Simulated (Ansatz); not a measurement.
**SrC2N2O2: field gradients at two levels of theory**

Cell: a measured structure from the Crystallography Open Database (COD), its atoms then relaxed with PBE in this cell.

Space group R3c:H (No. 161); a = 11.8620, c = 12.6980 Å, γ = 120.00°.

```
site  Wyckoff  site symmetry       x       y       z
  Sr      18b              1  0.0050  0.6483  0.6206
  C7      18b              1  0.9773  0.8785  0.7627
 C13      18b              1  0.9571  0.8726  0.5028
 N19      18b              1  0.0449  0.1317  0.5044
 N25      18b              1  0.1020  0.9762  0.7617
 O31      18b              1  0.9121  0.7485  0.4970
 O37      18b              1  0.5748  0.8599  0.4341
```

One atom of each set is listed; the run and its k-mesh use a cell of 42 atoms with edges of 8.05, 8.05, 8.05 Å.

First run. Level of theory: DFT, PBE, plane waves and PAW, scalar-relativistic, 420 eV cutoff, Γ-centred 3×3×3 k-points, Fermi–Dirac smearing 0.02 eV (Ansatz 0.2.0).

| site | V_zz (10²¹ V/m²) | η |
| --- | --- | --- |
| Sr | -7.99 | 0.57 |
| C7 | 2.61 | 0.22 |
| C13 | 2.62 | 0.16 |
| N19 | 5.24 | 0.96 |
| N25 | -5.36 | 0.94 |
| O31 | -11.70 | 1.00 |
| O37 | 11.77 | 0.92 |

Second run. The same atoms and settings, except that spin–orbit coupling is included (fully relativistic PAW files).

Question: What does the second run give?

Answer: 

```csv
site,V_zz,η,change of V_zz
Sr,-7.99,0.57,0.00
C7,2.61,0.22,0.00
C13,2.61,0.16,-0.01
N19,5.24,0.96,0.00
N25,-5.36,0.94,0.00
O31,-11.70,1.00,0.00
O37,11.77,0.92,0.00
```

No V_zz moves by more than 0.01.
